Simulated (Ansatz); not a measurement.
CaF2 (fluorite)

```cif
data_Ca4F8
_chemical_formula_sum 'Ca4 F8'
_space_group_name_H-M_alt 'Fm-3m'
_space_group_IT_number 225
_space_group_name_Hall '-F 4 2 3'
_cell_length_a 5.51096
_cell_length_b 5.51096
_cell_length_c 5.51096
_cell_angle_alpha 90.000
_cell_angle_beta 90.000
_cell_angle_gamma 90.000
loop_
_atom_site_label
_atom_site_type_symbol
_atom_site_symmetry_multiplicity
_atom_site_Wyckoff_symbol
_atom_site_fract_x
_atom_site_fract_y
_atom_site_fract_z
_atom_site_occupancy
Ca1 Ca 4 a 0.00000 0.00000 0.00000 1
F1 F 8 c 0.25000 0.25000 0.25000 1
```
(The calculation used a cell of 3 atoms; values per cell refer to that cell.)

Two coordinates are scanned: the volume, and the ratio of the stretch along z (the conventional c axis) to the stretch across it. Atoms keep their fractional coordinates.

Computed with PBE (plane waves to 420 eV, PAW, scalar-relativistic; Ansatz, a program for electronic structure). k mesh 10×10×10 (Γ-centred), Fermi-Dirac smearing 0.05 eV. Stress and pressure are positive under compression. CaF2 was relaxed with its symmetry unable to fall. 

### Question
What σzz (GPa) does the calculation give at all points of the grid V/V₀ = 0.920, 0.960, 1.000, 1.040, 1.080 by (c/a)/(c/a)₀ = 0.920, 0.960, 1.000, 1.040, 1.080?

### Answer
σzz (GPa), with V/V₀ across and (c/a)/(c/a)₀ down:

```csv
(c/a)/(c/a)₀ \ V/V₀,0.920,0.960,1.000,1.040,1.080
0.920,14.9,10.2,6.4,3.4,0.9
0.960,11.2,6.7,3.1,0.2,-2.2
1.000,7.8,3.5,0.0,-2.8,-5.0
1.040,4.5,0.3,-3.0,-5.7,-7.8
1.080,1.2,-2.8,-6.0,-8.6,-10.6
```

(A scan under strain: stresses follow from slopes of the energy per volume, elastic moduli from its curvatures.)
